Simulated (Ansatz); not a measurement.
## An inverse problem

Cell vectors (Å):

```
 2.9566  0.0000  0.0000
-1.4783  2.5604  0.0000
 0.0000  0.0000  5.5487
```

| atom | a | b | c |
| --- | --- | --- | --- |
| X | 0.3333 | 0.6667 | 0.2500 |
| X | 0.6667 | 0.3333 | 0.7500 |

Computed with PBEsol, PAW on Ansatz 0.2.0's default frozen-core files (fitted under PBE), scalar-relativistic. k mesh 18×18×8, strains of ±0.005, Fermi-Dirac smearing of 0.100 eV.

Elastic constants of a crystal by Kohn-Sham DFT: slopes of the stress over finite engineering strains of the given cell, Voigt indices, Cartesian axes as in the cell vectors.

| index | elastic (GPa) |
| --- | --- |
| 11 | 108 |
| 12 | 50.1 |
| 13 | 46 |
| 33 | 49.8 |
| 44 | 14.8 |

Question: All X atoms are one element. Which one was computed?

Answer: Cd; the crystal is Cd (P6_3/mmc).

Known limits: frozen-core PAW files fitted under PBE, their cores solved anew for the functional of the run; responses of metals move with mesh and smearing; elastic stability says nothing of phonons or of other phases.
